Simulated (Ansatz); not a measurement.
Wires are cut from relaxed bulk Ca (Im-3m, not its usual structure, 40.40 Å³/atom, gap on the mesh 0.00 eV); atoms and period are relaxed, and energies count from that bulk.

Level of theory: DFT PBEsol, scalar-relativistic, plane waves, PAW in Ansatz 0.2.0.

Cutoff 420 eV, Gaussian smearing of 0.05 eV, energies at zero smearing, symmetry of each start kept, no spin polarisation.

```csv
start,atoms,k mesh,excess energy (eV per host atom),line energy (eV/Å),period (Å),gap on the mesh (eV)
"[110] wire, 4 host atoms a period",4,1×1×6,1.072,0.707,6.066,0.15
"[110] wire, 9 host atoms a period*",9,1×1×6,0.545,1.233,3.980,0
```

* ends far from its start.

Gaps under about 0.2 eV rest on few k points and may close between them. The vacuum is thin at the end. Each run keeps its start's symmetry and one magnetic start, so lower states can exist.

Cost: 2 runs of about 8.3 core-minutes in all, on Intel Xeon Platinum 8259CL (Skylake/Cascade Lake) (shared hosts).